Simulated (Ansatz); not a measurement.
BP (zinc blende, F-43m), plane-wave PAW r²SCAN (Ansatz code): ε∞ = 8.74, cell volume 23.34 Å³. Infrared-active transverse modes:

```tsv
ω_TO (cm⁻¹)	oscillator strength S_xx (e²/amu)
818.4	0.02672
```

### Question
Compute the static dielectric constant.

### Answer
Each mode adds (4.921e7/V) S/ω²: 0.08. So ε0 = 8.83.

### Question
What LO frequency does the Lyddane–Sachs–Teller relation give?

### Answer
ω_LO = ω_TO √(ε0/ε∞) = 822 cm⁻¹.

The r²SCAN relaxation kept the symmetry of its start; phonons on a q-mesh show no instability.

Potentials: the later of the program's two PAW sets.
